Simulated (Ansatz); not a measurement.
A plane-wave run on YAl2Cd2

input.yaml (Ansatz 0.2.0)

```yaml
crystal:
  lattice:
    - [0.0, 4.506752, 0.0]
    - [4.506752, 0.0, 0.0]
    - [2.253376, 2.253376, -5.78307]
  atoms:
    - { symbol: Al, position: [0.75, 0.25, 0.5] }
    - { symbol: Al, position: [0.25, 0.75, 0.5] }
    - { symbol: "Y", position: [0.0, 0.0, 0.0] }
    - { symbol: Cd, position: [0.378, 0.378, 0.244] }
    - { symbol: Cd, position: [0.622, 0.622, 0.756] }
  symmetry: { tolerance: 0.0003 }
kpoints:
  mp_grid: { grid: [8, 8, 8], shift: [0, 0, 0] }
  band_path:
    path:
      - [0.0, 0.0, 0.0]
      - [0.5, 0.5, 0.5]
      - [0.5, 0.5, 0.25]
      - [0.0, 0.5, 0.0]
      - [0.0, 0.0, 0.0]
      - [0.0, 0.0, -0.5]
      - [0.0, 0.42408625, -0.28795687]
      - [0.0, 0.57591375, 0.28795687]
      - [0.0, 0.0, 0.0]
      - [0.5, 0.5, 0.5]
      - [0.42408625, 0.57591375, 0.5]
    npoints: 6
magnetization:
  spin_polarized: false
scf:
  occupations: { method: gaussian, width: 0.0558 }
  lower_state_search: "off"
  max_iter: 200
hamiltonian:
  pseudopotentials: { kind: paw }
  xc: r2scan
basis:
  ecutwfc: 500
  fft_grid_basis: typed
output:
  forces: true
  stress: true
  eigenvalues: true
  bader: true
  populations: true
  elf: true
  write_potential: true
  volumetric_format: npy
  dos:
    e_range: [-12, 8]
    de: 0.05
    projected: { site_lists: { Al: [Al], Cd: [Cd], "Y": ["Y"] } }
checkpoint:
  read: saved_state
```

The run starts from an earlier solution of this cell. 

Output (shortened):

```
SCF iter   1: F=-21477.7141 eV  Δρ=1.04e-3  dr2=3.87e-3  dr2_τ=3.61e-4
SCF iter   2: F=-21477.7158 eV  Δρ=6.17e-4  dr2=1.35e-3  dr2_τ=3.06e-5
SCF iter   3: F=-21477.7165 eV  Δρ=1.47e-4  dr2=3.96e-5  dr2_τ=1.64e-6
SCF iter   4: F=-21477.7165 eV  Δρ=7.02e-5  dr2=7.36e-6  dr2_τ=3.78e-7
SCF iter   5: F=-21477.7165 eV  Δρ=2.59e-5  dr2=1.11e-6  dr2_τ=3.83e-8
SCF iter   6: F=-21477.7165 eV  Δρ=7.29e-6  dr2=1.03e-7  dr2_τ=4.78e-9
SCF iter   7: F=-21477.7165 eV  Δρ=2.14e-6  dr2=6.76e-9  dr2_τ=1.69e-10
Free energy (F): -21477.7165 eV
Harris-Foulkes:  -21477.7165 eV  (|F-HF|=4.90e-9)
Internal energy: -21477.7142 eV  (E = F + TS)
E sigma→0 (E₀):  -21477.7154 eV
Entropy (-TS):   -0.0023 eV (-0.464 meV/atom)
Fermi energy:    10.1732 eV
--- Per-component energies (eV) ---
  E_band       = -1115.4877
  E_kinetic    = 1353.3984
  E_local      = -8529.3202  (includes V_loc(G=0)·N_el)
  E_nonlocal   = 130.4394
  E_hartree    = 3911.0928
  E_xc         = -577.7918
  E_vxc        = -777.5527  (∫ρ·V_xc dr)
  E_paw        = -11991.6886  (= ΣΔE_a)
  E_vpaw       = -1165.1505  (= ΣTr[D̂ρ^β])
  E_aug_tail   = 0.0000  (compensation charges beyond the density's cutoff)
  E_vtau       = 50.5132  (kinetic-family band-sum trace: ∫τ·v_τ [+ j·A + Jᵃ·Aᵃ] dr)
  E_ewald      = -5772.4405
  E_core_change = -1.4037  (= ΣΔE_core)
  E_smearing   = -0.0023  (= −TS)
--- Forces (eV/Å), atoms counted from 1 ---
  atom   1  Al     0.0000     0.0000     0.0000
  atom   2  Al     0.0000     0.0000     0.0000
  atom   3  Y      0.0000     0.0000     0.0000
  atom   4  Cd     0.0000     0.0000     0.8803
  atom   5  Cd     0.0000     0.0000    -0.8803
--- Stress (GPa, compression-positive) ---
       -4.7430       0.0000       0.0000
        0.0000      -4.7430       0.0000
        0.0000       0.0000      -4.1841
  P = ⅓ Tr σ = -4.5567 GPa (-45.567 kbar)
```

Origin: a known structure type with other elements, at an estimated volume, so it need not be a known compound.
